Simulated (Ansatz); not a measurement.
Data:

WC:
```
WC
1.0
    0.00000     2.18241     2.18241
    2.18241     0.00000     2.18241
    2.18241     2.18241     0.00000
W C
1 1
Direct
  0.00000   0.00000   0.00000
  0.50000   0.50000   0.50000
```

This is the r²SCAN-relaxed structure.

### Question
All from r²SCAN in the plane-wave PAW code Ansatz, unless another level is named. Estimate the electronic character.

### Answer
metallic (no gap).

### Question
Next, the density of states at the Fermi level?

### Answer
0.52 states/eV per atom (mean over ±0.08 eV).

### Question
And the gap with spin–orbit coupling?

### Answer
none (metallic).

Space group Fm-3m (rock salt). The workflow started from a Materials Project entry (that database holds measured and hypothetical structures alike); the Crystallography Open Database copy checked does not list it. It is not the phase usual at ambient conditions (space group No. 187). The cell was relaxed with r²SCAN under the symmetry of its start; of distortions, only those at the zone centre were tested. The run is not spin-polarised. Its formation energy is positive at this level, so the cell may be metastable or incomplete. Spin–orbit coupling is left out wherever it is not named.

Potentials: the later of the program's two PAW sets.
